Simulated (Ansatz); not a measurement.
Question: NbC2 (MoSi2 or CaC2 type, I4/mmm) is relaxed with r²SCAN (plane waves, PAW; program Ansatz). What lattice parameters of the conventional cell result?

Answer: a = 3.203 Å, c = 5.874 Å.

Question: Give the free coordinates with the occupied sites.

Answer: In one choice of origin and axes:

```csv
atom,site,symmetry,x,y,z
Nb,2a,4/mmm,0.0000,0.0000,0.0000
C,4e,4mm,0.0000,0.0000,0.3849
```

Question: Is it a metal or does it have a gap at this level?

Answer: No gap at this level.

The start of the workflow was typed in or built on a structure type; neither database checked (COD, Materials Project) lists it. Its standing as an ambient phase is unchecked. The cell was relaxed with r²SCAN under the symmetry of its start; its stability against distortions is not shown here. The run is not spin-polarised. The volume moved by -28 % from the start of the relaxation. Its formation energy is positive at this level, so the cell may be metastable or incomplete. Scalar-relativistic: spin–orbit coupling is off unless named, which matters more the heavier the elements.

Potentials: the later of the program's two PAW sets.
